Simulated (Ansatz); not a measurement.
A geometry of Sr away from equilibrium: the start of the relaxation of a generated cell, Sr placed in the AFLOW prototype A_oC8_64_f (A11, as in Ga). Level of theory: r2SCAN (plane waves to 500 eV, PAW, scalar-relativistic; Ansatz, a program for electronic structure). Γ-centred k-mesh 6×6×5 on the run's cell (coarser than for final values), Fermi–Dirac smearing 0.05 eV.

```xyz
4
Lattice="3.2129 -5.4420 0.0000 3.2129 5.4420 0.0000 0.0000 0.0000 6.4272" Properties=species:S:1:pos:R:3:forces:R:3 pbc="T T T" free_energy=-14217.950 pressure_GPa=2.0
Sr     3.2129     1.6859     3.7342    0.0000   -0.0976   -0.0622
Sr     3.2129    -1.6859     2.6930    0.0000    0.0976    0.0622
Sr     3.2129    -3.7561     5.9066    0.0000   -0.0976    0.0622
Sr     3.2129     3.7561     0.5206    0.0000    0.0976   -0.0622
```

Positions in Å, forces in eV/Å, free energy of the cell in eV (comparable only within this code, potentials and settings). Largest force: 0.12 eV/Å, on Sr1, Sr2, Sr3, Sr4 (atoms numbered as listed); the geometry lies 0.51 eV/atom above the end of its relaxation.

No spin polarisation in the result.

The run could not lose the symmetry of its start: the end is stationary, and may be a saddle point rather than a minimum.

The end of the path is a generated cell of Sr: the first start was made by placing the elements on the sites of a structure type, and the end was not matched to a known phase here, so it may be hypothetical. Known forms of Sr include space group No. 225.
